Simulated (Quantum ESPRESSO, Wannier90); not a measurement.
**Te (C2/m), plane waves to Wannier functions**

Materials Project entry mp-570459; symmetrised, unrelaxed at this level. Not found in the COD (Crystallography Open Database) copy used, which has the formula in other groups; not checked further. Level: LDA, no spin polarisation, no spin-orbit coupling; pw.x of Quantum ESPRESSO at 66 Ry with PseudoDojo potentials, 8×8×6 k-points, Wannier90. Density: 8×8×6 mesh, cold smearing 0.01 Ry. Spin-orbit coupling is left out although heavy elements are present.

Input w.win:

```
num_bands = 21
num_wann = 12
exclude_bands = 1-15
num_iter = 0
conv_tol = 1.0e-6
conv_window = 4
dis_num_iter = 1000
dis_conv_tol = 1.0e-6
dis_froz_max = 10.84
write_hr = true
write_u_matrices = true
begin projections
Te: s;p
end projections
begin unit_cell_cart
ang
    3.8202900000   -2.1482050000    0.0000000000
    3.8202900000    2.1482050000    0.0000000000
   -0.0942870000    0.0000000000    5.9760860000
end unit_cell_cart
begin atoms_frac
Te  -0.3094500000 -0.3094500000 -0.3388100000
Te   0.3094500000  0.3094500000  0.3388100000
Te   0.0000000000  0.0000000000  0.0000000000
end atoms_frac
mp_grid = 8 8 6
begin kpoints
0.0000000000 0.0000000000 0.0000000000
0.0000000000 0.0000000000 0.1666666667
0.0000000000 0.0000000000 0.3333333333
... (381 more lines: the 8x8x6 mesh through Gamma)
end kpoints
```

On the energy scale of pw.x, whose zero is arbitrary, the Fermi level lies at 9.34 eV. Lines of w_hr.dat (R1 R2 R3 m n Re Im, eV) for R = 0 and one of the shortest lattice vectors, rounded to 0.01 eV, lines under 0.02 eV left out; orbitals in order: Te1 s, Te1 pz, Te1 px, Te1 py, Te2 s, Te2 pz, Te2 px, Te2 py, Te3 s, Te3 pz, Te3 px, Te3 py.

```
    0    0    0    1    1    -1.52     0.00
    0    0    0    3    1    -0.04     0.00
    0    0    0    5    1    -0.06     0.00
    0    0    0    6    1     0.08     0.00
    0    0    0    7    1     0.10     0.00
    0    0    0    9    1    -0.53     0.00
    0    0    0   10    1     0.73     0.00
    0    0    0   11    1     0.84     0.00
    0    0    0    2    2     7.71     0.00
    0    0    0    5    2    -0.08     0.00
    0    0    0    6    2     0.13     0.00
    0    0    0    7    2     0.11     0.00
    0    0    0    9    2    -0.72     0.00
    0    0    0   10    2     0.53     0.00
    0    0    0   11    2     1.12     0.00
    0    0    0    1    3    -0.04     0.00
    0    0    0    3    3     7.65     0.00
    0    0    0    5    3    -0.10     0.00
    0    0    0    6    3     0.11     0.00
    0    0    0    7    3     0.15     0.00
    0    0    0    9    3    -0.82     0.00
    0    0    0   10    3     1.12     0.00
    0    0    0   11    3     0.87     0.00
    0    0    0    4    4     7.64     0.00
    0    0    0    8    4     0.04     0.00
    0    0    0   12    4    -0.45     0.00
    0    0    0    1    5    -0.06     0.00
    0    0    0    2    5    -0.08     0.00
    0    0    0    3    5    -0.10     0.00
    0    0    0    5    5    -1.52     0.00
    0    0    0    7    5     0.04     0.00
    0    0    0    9    5    -0.53     0.00
    0    0    0   10    5    -0.73     0.00
    0    0    0   11    5    -0.84     0.00
    0    0    0    1    6     0.08     0.00
    0    0    0    2    6     0.13     0.00
    0    0    0    3    6     0.11     0.00
    0    0    0    6    6     7.71     0.00
    0    0    0    9    6     0.72     0.00
    0    0    0   10    6     0.53     0.00
    0    0    0   11    6     1.12     0.00
    0    0    0    1    7     0.10     0.00
    0    0    0    2    7     0.11     0.00
    0    0    0    3    7     0.15     0.00
    0    0    0    5    7     0.04     0.00
    0    0    0    7    7     7.65     0.00
    0    0    0    9    7     0.82     0.00
    0    0    0   10    7     1.12     0.00
    0    0    0   11    7     0.87     0.00
    0    0    0    4    8     0.04     0.00
    0    0    0    8    8     7.64     0.00
    0    0    0   12    8    -0.45     0.00
    0    0    0    1    9    -0.53     0.00
    0    0    0    2    9    -0.72     0.00
    0    0    0    3    9    -0.82     0.00
    0    0    0    5    9    -0.53     0.00
    0    0    0    6    9     0.72     0.00
    0    0    0    7    9     0.82     0.00
    0    0    0    9    9    -1.34     0.00
    0    0    0    1   10     0.73     0.00
    0    0    0    2   10     0.53     0.00
    0    0    0    3   10     1.12     0.00
    0    0    0    5   10    -0.73     0.00
    0    0    0    6   10     0.53     0.00
    0    0    0    7   10     1.12     0.00
    0    0    0   10   10     7.86     0.00
    0    0    0    1   11     0.84     0.00
    0    0    0    2   11     1.12     0.00
    0    0    0    3   11     0.87     0.00
    0    0    0    5   11    -0.84     0.00
    0    0    0    6   11     1.12     0.00
    0    0    0    7   11     0.87     0.00
    0    0    0   11   11     7.81     0.00
    0    0    0    4   12    -0.45     0.00
    0    0    0    8   12    -0.45     0.00
    0    0    0   12   12     7.80     0.00
   -1    1    0    4    1    -0.02     0.00
   -1    1    0    2    2    -0.05     0.00
   -1    1    0    4    2    -0.04     0.00
   -1    1    0    1    4     0.02     0.00
   -1    1    0    2    4     0.04     0.00
   -1    1    0    4    4     0.20     0.00
   -1    1    0    8    5    -0.02     0.00
   -1    1    0    6    6    -0.05     0.00
   -1    1    0    8    6     0.04     0.00
   -1    1    0    5    8     0.02     0.00
   -1    1    0    6    8    -0.04     0.00
   -1    1    0    8    8     0.20     0.00
   -1    1    0   12    9    -0.06     0.00
   -1    1    0   11   11    -0.03     0.00
   -1    1    0    9   12     0.06     0.00
   -1    1    0   12   12     0.27     0.00
```
